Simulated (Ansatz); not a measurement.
CaB$_{6}$ in space group Pm-3m (No. 221; Ca on 1a, B on 6f) under volume change, PBE in the plane-wave PAW code Ansatz, shape and atoms relaxed at each volume.

```csv
V (Å³/atom),E − E(relaxed) (meV/atom),P (GPa)
9.277,44.3,16.63
9.583,18.8,10.29
9.889,4.5,4.80
10.195,0.0,0.01
10.501,4.0,-4.17
10.807,15.5,-7.81
11.112,33.5,-10.97
```

**Question.** What does a third-order Birch–Murnaghan fit give for V₀, B₀ and B′?

**Answer.** V₀ = 10.20 Å³/atom, B₀ = 149 GPa, B′ = 3.6.

The cell was relaxed with PBE under the symmetry of its start.

Potentials: the later of the program's two PAW sets.
